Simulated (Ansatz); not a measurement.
**Run record: elastic constants by finite strains of YIn (Pm-3m)**

Computed with PBEsol, all-electron LAPW in Ansatz 0.2.0, scalar-relativistic; not a measurement.

Cell and atoms were relaxed beforehand by PAW with this functional.

Command line:

```sh
ansatz run input.yaml --threads 1 --pin off --max-ram 2048MiB --backend cpu --events-out ev --progress --plain --runs-dir out
```

Input:

```yaml
crystal:
  lattice:
    - [3.70644592826, 0.0, 0.0]
    - [0.0, 3.70644592826, 0.0]
    - [0.0, 0.0, 3.70644592826]
  atoms:
    - { symbol: "Y", position: [0.5, 0.5, 0.5] }
    - { symbol: In, position: [0.0, 0.0, 0.0] }
kpoints:
  mp_grid: { grid: [12, 12, 12] }
scf:
  occupations: { method: fermi_dirac, width: 0.05 }
hamiltonian:
  xc: pbesol
  pseudopotentials: { kind: all_electron, lapw: { basis_error: 0.001 } }
elastic:
  mode: relaxed_ion
  stencil: two_point
  amplitude: 0.005
```

The program printed:

```
Warning: RAYON_NUM_THREADS=1 ignored (pool sized by the plan → 1); use --threads N
LAPW: plane waves up to 6.960 Å⁻¹, error target 1.0e-3 eV per atom; small_component_spin mean_spin; Y in spheres of 1.508 Å, 27 of its electrons in bands, Dirac shells []; In in spheres of 1.606 Å, 21 of its electrons in bands, ...
Engine: ansatz 0.2.0, x86_64-unknown-linux-gnu
Pseudopotentials: kind: all_electron
Pseudopotential: Y, LAPW, valence charge 27, lapw/all_electron/scalar/gaussian/Y, Koelling and Harmon's equation, gaussian nucleus
Pseudopotential: In, LAPW, valence charge 21, lapw/all_electron/scalar/gaussian/In, Koelling and Harmon's equation, gaussian nucleus
Functional definition: PBEsol
  exchange = pbesol_x
  correlation = pbesol_c
Crystal: 2 atoms, lattice volume = 50.918 Å³
Basis set: ecut = 184.5509679003104 eV, 257 PW (Γ), exchange–correlation at level 2
Bands: 29, of which v1, the nominal top of the filled ones, is band 24 counted from 1 (23 counted from 0)
Symmetry: 48 space group operations
Space group: Pm-3m (ITA 221), of the structure as read, at distance tolerance 3.7e-5 Å
k-points: 84 of 1728
Non-local potential: Y, projectors of the file, none
Non-local potential: In, projectors of the file, none
Initial density: superposition of atomic densities (chi_scale 0.1, normalization cell, long waves kept (reshape's long-wave potential 0.00 eV rms))
Initial wavefunctions: plane waves of lowest kinetic energy (no species holds an atomic orbital)
Functional: x = pbesol(κ = 0.804, μ = 0.12345679012345678), c = pbesol(β = 0.046)
iter 1 solved again at ethr=1.17e-4 eV; its pass at ethr=1.00e-1 eV (dr2=5.60e-2 eV) is discarded
SCF iter   1: F=—  HF=-252040.542919 eV  |F-HF|=—  |Δ(HF+E_count)|=         —  Δρ=9.76e-3  dr2=5.61e-2  ethr=1.17e-4  ⟨swp⟩=3.0  Hψ=15526  notcnv=0
preconditioner: auto → Kerker (q_TF=auto, 2.702 Å⁻¹)  [metal: Δε(μ)=0.055 eV  Ē_g=15.958 eV  σ=0.050 eV  W_gap=0.27  n_scr=18 (ndim 8)  ℏωp=24.4 eV  f_vac=0.000  D(μ)=1.01/eV (n_scr^D=6)]
[... 102 lines left out ...]
--- Forces (eV/Å), atoms counted from 1 ---
  atom   1  Y     -0.00000000     0.00000000     0.00000000
  atom   2  In    -0.00000000     0.00000000    -0.00000000
  max |Σ_I F_I| component: 7.17e-30 eV/Å
--- Stress (GPa, compression-positive) ---
       -0.002022       0.000000       0.000000
        0.000000      -0.002022       0.000000
        0.000000       0.000000      -0.002022
  P = ⅓ Tr σ = -0.0020 GPa (-0.020 kbar)
--- Elastic constants: 2 strain directions × 2 members + reference (group order 48) ---
  dense FFT box of the reference and of every strained cell: 18×18×18
  strains applied: 11, 23; error gains: componentwise 1.00 (the most a stress slope's error grows in a printed constant), spectral 1.73 (1 for all six strains in a standard setting)
  C = ∂σ_k/∂η_j (tension-positive GPa; Voigt order 11 22 33 23 13 12):
        70.510     59.661     59.661     -0.000     -0.000     -0.000
        59.661     70.510     59.661     -0.000     -0.000     -0.000
        59.661     59.661     70.510     -0.000     -0.000     -0.000
         0.000     -0.000     -0.000     53.295      0.000      0.000
         0.000      0.000     -0.000     -0.000     53.295     -0.000
         0.000     -0.000      0.000      0.000      0.000     53.295
  reference stress σ⁰ (GPa):      0.002      0.002      0.002      0.000      0.000     -0.000
  no Pulay correction (none for the plane-wave cutoff is built on LAPW): the batch's stresses and constants are at fixed plane waves
  C* (energy form; C + prestress term) asymmetry max|C*_kj − C*_jk| = 4.263e-14 GPa — a small one proves nothing (zero by symmetry where the batch's group is 432, −43m or m−3m); a large one is finite-difference/SCF noise where ...
  moduli (Voigt/Reuss/Hill, GPa): K = 63.28/63.28/63.28   G = 34.15/11.77/22.96   E = 61.44   ν = 0.338
  mechanically stable: yes (min eigenvalue of sym C = 10.85 GPa)
  where every solve meets its electron count the energy-path curvature estimates C_jj along a normal strain and C_jj − ¼(σ⁰_aa + σ⁰_bb) along a shear (ab), closely only under elastic.basis: deformed
  strain η (Voigt 11):  stress-route row diagonal C_11 = 70.51 GPa, energy-path curvature d²(F+E_count)/dδ²/Ω₀ = 70.49 GPa
         δ    σ_11 (GPa)             F (eV)   n_scf  n_hpsi   n_pw
    -5.000e-3      -0.3562     -252040.4182109      12  246636    304   relax 0 steps, max|allowed force component| 2.32e-30 eV/Å
     5.000e-3       0.3489     -252040.4182105      12  246937    304   relax 0 steps, max|allowed force component| 1.08e-30 eV/Å
  strain η (Voigt 23):  stress-route row diagonal C_44 = 53.29 GPa, energy-path curvature d²(F+E_count)/dδ²/Ω₀ = 53.31 GPa
         δ    σ_23 (GPa)             F (eV)   n_scf  n_hpsi   n_pw
    -5.000e-3      -0.2665     -252040.4182789      10  329759    304   relax 0 steps, max|allowed force component| 6.90e-31 eV/Å
     5.000e-3       0.2665     -252040.4182789      10  329534    304   relax 0 steps, max|allowed force component| 9.86e-31 eV/Å
```

The run converged.

### Elastic moduli

Elastic constants of a crystal by Kohn-Sham DFT: slopes of the stress over finite engineering strains of the given cell, Voigt indices, Cartesian axes as in the input; Hill averages of a grain aggregate, Debye temperature from the mean sound speed over directions.

```
Bulk modulus                     : 63.28 GPa
Shear modulus                    : 22.96 GPa
Young modulus                    : 61.44 GPa
Poisson ratio                    : 0.3382
Bulk over shear modulus          : 2.756
Elastic anisotropy index         : 9.512
Least young modulus              : 15.82 GPa
Largest young modulus            : 124.8 GPa
Longitudinal sound speed         : 3759 m/s
Transverse sound speed           : 1859 m/s
Elastic debye temperature        : 192.5 K
Linear compressibility (x, y, z) : 5.268, 5.268, 5.268 1/TPa
Zener ratio                      : 9.825
Cauchy pressure                  : 6.37 GPa
```

**Strained cells**

Stress of each strained cell less that at rest, tension positive.

```csv
strain component,strain,stress xx (GPa),stress yy (GPa),stress zz (GPa),stress yz (GPa),stress xz (GPa),stress xy (GPa),relaxation steps
xx,-0.005,-0.3582,-0.3018,-0.3018,0,0,0,0
xx,0.005,0.3469,0.2948,0.2948,0,0,0,0
yz,-0.005,-0.0019,-0.0022,-0.0022,-0.2665,0,0,0
yz,0.005,-0.0019,-0.0022,-0.0022,0.2665,0,0,0
```

Elastic constants:

* Pressure at rest: -0.002 GPa
* Least elastic eigenvalue: 10.85 GPa
* Elastically stable: yes

| index | elastic (GPa) |
| --- | --- |
| 11 | 70.51 |
| 12 | 59.66 |
| 44 | 53.29 |

Limits of these numbers: responses of metals move with mesh and smearing; the softest shear constant rests on one k mesh, and a soft shear can herald a distortion on cooling.

It took 4.3 min on 1 thread of Intel(R) Xeon(R) Platinum 8488C (Sapphire Rapids), with other jobs on the host, peak memory 0.94 GiB.
